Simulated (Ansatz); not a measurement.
GeSe:
```
CELL_PARAMETERS angstrom
     10.97139     0.00000     0.00000
      0.00000     3.87929     0.00000
      0.00000     0.00000     4.42271
ATOMIC_POSITIONS crystal
  Ge 0.12361 0.25000 0.11337
  Ge 0.87639 0.75000 0.88663
  Ge 0.37639 0.75000 0.61337
  Ge 0.62361 0.25000 0.38663
  Se 0.85477 0.25000 0.49804
  Se 0.14523 0.75000 0.50196
  Se 0.64523 0.75000 0.99804
  Se 0.35477 0.25000 0.00196
```

DFT-PBE+D3(BJ) in the program Ansatz with PAW potentials gives a gap of 0.71 eV without spin–orbit coupling, maximum on the Γ–Z line, 69 % of the way from Γ, minimum on the Γ–Z line, 14 % of the way from Γ.

Q: What happens when spin–orbit coupling is switched on?

A: The gap drops by 0.02 eV, to 0.69 eV; maximum on the Γ–Z line, 69 % of the way from Γ, minimum on the Γ–Z line, 15 % of the way from Γ.

Q: Give the electron effective mass with spin–orbit coupling.

A: 0.082, 1.2, 2.0 mₑ (principal values).

Q: Give the hole effective mass with spin–orbit coupling.

A: 0.22, 0.51, 0.59 mₑ (principal values).

Space group Pnma. The PBE+D3(BJ) relaxation kept the symmetry of its start.

Potentials: the later of the program's two PAW sets.
